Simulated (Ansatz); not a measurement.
Relaxed-ion elastic tensor of I (molecular I2 type, Cmce) in GPa (Voigt order), r²SCAN (plane waves, PAW; program Ansatz); density 4.77 g/cm³, 44.21 Å³ per atom.

```
      1     2     3     4    5    6
-  ----  ----  ----  ----  ---  ---
1  10.2   2.8  -0.2   0.0  0.0  0.0
2   2.8  17.4  16.6   0.0  0.0  0.0
3  -0.2  16.6  33.8   0.0  0.0  0.0
4   0.0   0.0   0.0  21.8  0.0  0.0
5   0.0   0.0   0.0   0.0  2.1  0.0
6   0.0   0.0   0.0   0.0  0.0  4.1
```

Is the crystal mechanically stable?

Yes: the smallest eigenvalue of C is 2.1 GPa.

Work out the Voigt, Reuss and Hill averages.

K_V = 11.1, K_R = 7.4, K_H = 9.3; G_V = 8.4, G_R = 4.0, G_H = 6.2 GPa.

Give Young's modulus, Poisson's ratio, Pugh's ratio and the universal anisotropy index.

E = 9KG/(3K + G) = 15.2 GPa; ν = 0.23; K/G = 1.49 (brittle by the Pugh limit of 1.75); A_U = 5G_V/G_R + K_V/K_R − 6 = 5.92.

Estimate the sound speeds and the Debye temperature.

v_l = √((K + 4G/3)/ρ) = 1920 m/s, v_t = √(G/ρ) = 1140 m/s, mean 1260 m/s; Θ = (h/k)(3n/4πV)^(1/3) v_m = 106 K.

Solve the Christoffel equation for the three sound speeds along x, y, z.

Eigenvalues of C_ijkl n_j n_l equal ρv². In km/s, slowest first: x 0.67, 0.93, 1.46; y 0.93, 1.91, 2.14; z 0.67, 2.14, 2.66.

How much does each axis shrink under pressure?

Linear compressibilities β_i = Σ_j S_ij (j = 1 to 3): x 91, y 26, z 17 per TPa.

The r²SCAN relaxation kept the symmetry of its start. A crystal of weakly bound molecules computed without a dispersion correction: the cell and the soft elastic constants depend strongly on that. Scalar-relativistic: spin–orbit coupling is off unless named, which matters more the heavier the elements.

Potentials: the later of the program's two PAW sets.
